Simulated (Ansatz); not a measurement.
# Kick test of a cell of Cd₂S₅

It was reached by relaxing an invented guess, and it needn't be the stable form of this composition.

These are results of Ansatz, DFT PBE, scalar-relativistic, plane waves, PAW, not measurements. Cutoff 420 eV; k points 8×8×4 on the computed 7-atom cell (Γ-centred); Gaussian smearing, width 0.02 eV; no spin polarisation.

The cell below (7 atoms, space group C2 (No. 5)) is relaxed within its symmetry.

```
Cd S
1.0
     3.20377   -2.76875   -0.01784
     3.20377    2.76875   -0.01784
    -1.02775    0.00000   10.20641
Cd S
2 5
Direct
  0.44204 0.05110 0.85577
  0.94890 0.55796 0.14423
  0.11716 0.06418 0.27938
  0.89366 0.33721 0.44337
  0.66279 0.10634 0.55663
  0.93582 0.88284 0.72062
  0.43162 0.56838 0.00000
```

For the test it was strained at random (σ = 1.5 % a component), the atoms were moved at random (σ = 0.05 Å), and all was relaxed again on a coarse 4×4×2 mesh (in the run’s order of axes) with 0.10 eV smearing, with no symmetry imposed.

Problem. Does it come back?

Solution. It returns, within 1 meV/atom of the unmoved cell on that mesh and with the same symmetry when read at 0.1 Å (P1 at 0.01 Å, so small strains and shifts remain). So it is stable against the distortions that fit this cell and that this random move excites. Modes that don't fit the cell aren't tested.
